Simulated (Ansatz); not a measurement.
# Energy against volume for InSb (zinc blende)

InSb (zinc blende)

```xyz
2
Lattice="0.0000 3.3173 3.3173 3.3173 0.0000 3.3173 3.3173 3.3173 0.0000" Properties=species:S:1:pos:R:3 pbc="T T T"
Sb     4.9760     4.9760     4.9760
In     0.0000     0.0000     0.0000
```

E(V) scan at fixed shape, V₀ the volume above. Symmetry pins the atoms to their sites.

Computed with PBE (plane waves to 420 eV, PAW, scalar-relativistic; Ansatz, a program for electronic structure). k mesh 12×12×12 (Γ-centred), Fermi-Dirac smearing 0.05 eV. The energy includes the smearing's −TS. Compression counts positive. At this level the bands of InSb touch or barely overlap; measurements give the solid a gap. InSb was relaxed with its symmetry unable to fall. Spin-orbit coupling is left out, though Sb is heavy. ΔE is measured from the relaxed starting cell.

| V (Å³/cell) | ΔE (meV/atom) | P (GPa) |
|---|---|---|
| 68.63 | 17 | 2.7 |
| 69.73 | 9 | 1.9 |
| 70.82 | 4 | 1.2 |
| 71.92 | 1 | 0.6 |
| 73.01 | 0 | 0.0 |
| 74.11 | 1 | -0.5 |
| 75.20 | 4 | -1.0 |
| 76.30 | 8 | -1.4 |
| 77.39 | 13 | -1.8 |

Summary:

| Quantity | Result |
|---|---|
| Pressure at the smallest volume | 2.7 GPa |
| Energy cost of the largest compression | 17 meV/atom |
| Energy cost of the largest expansion | 13 meV/atom |
| Bulk modulus B₀ (third-order Birch-Murnaghan fit) | 36.7 GPa |
| Pressure derivative B₀′ (fit) | 4.9 |
| Equilibrium volume of the fit | 36.51 Å³/atom |
| Pressure for 5 % compression (fit) | 2.1 GPa |

(Under strain, the slope of the energy per volume gives the stress and its curvature an elastic modulus.)
